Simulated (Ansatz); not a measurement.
Relaxed candidate structures of Rb$_{2}$P$_{3}$:

A. P4/mbm (No. 127), tP10; a = b = 9.658 Å, c = 3.526 Å, α = β = γ = 90.00°; P 2a (0.000, 0.000, 0.000); P 4h (0.429, 0.071, 0.500); Rb 4g (0.216, 0.284, 0.000)

B. Fmmm (No. 69), oF40; a = 9.022 Å, b = 9.682 Å, c = 14.722 Å, α = β = γ = 90.00°; Rb 8f (0.250, 0.250, 0.250); Rb 8h (0.000, 0.280, 0.000); P 8i (0.000, 0.000, 0.147); P 16n (0.206, 0.000, 0.073)

C. Pmmm (No. 47), oP5; a = 4.3398 Å, b = 6.3945 Å, c = 7.1233 Å, α = 90.00°, β = 90.00°, γ = 90.00°; P 2s (0.500, 0.000, 0.152); P 1a (0.000, 0.000, 0.000); Rb 1e (0.000, 0.500, 0.000); Rb 1c (0.000, 0.000, 0.500)

Question: Put the candidates in order of energy per atom, lowest first, for r2SCAN (plane waves to 500 eV, PAW, scalar-relativistic; Ansatz, a first-principles code).

Answer: B (reference, the lowest among the structures calculated here), C (+0.48 eV/atom), A (+0.76 eV/atom)

Question: Which candidates are metallic at this level, and what gaps do the others have?

Answer: No gap: A, C. B: 0.99 eV (no spin-orbit coupling).

1 run with a doubtful electronic state, a coarser numerical grid, an end not at rest or a source that can't be used is left out. Each run could gain symmetry but not lose that of its start, so entries can be saddle points. From databases, or of a type measured for this composition: Fmmm, oF40; the others are generated cells (placed on structure types, drawn at random, substituted or restacked) that were not matched to a known phase here. Energies are at zero temperature and pressure, without zero-point motion. Each cell has its own k-point mesh; energy differences are given only to the digits this allows. No spin polarisation in the result. Gaps of cells over 8 atoms come from the SCF mesh and high-symmetry points alone.
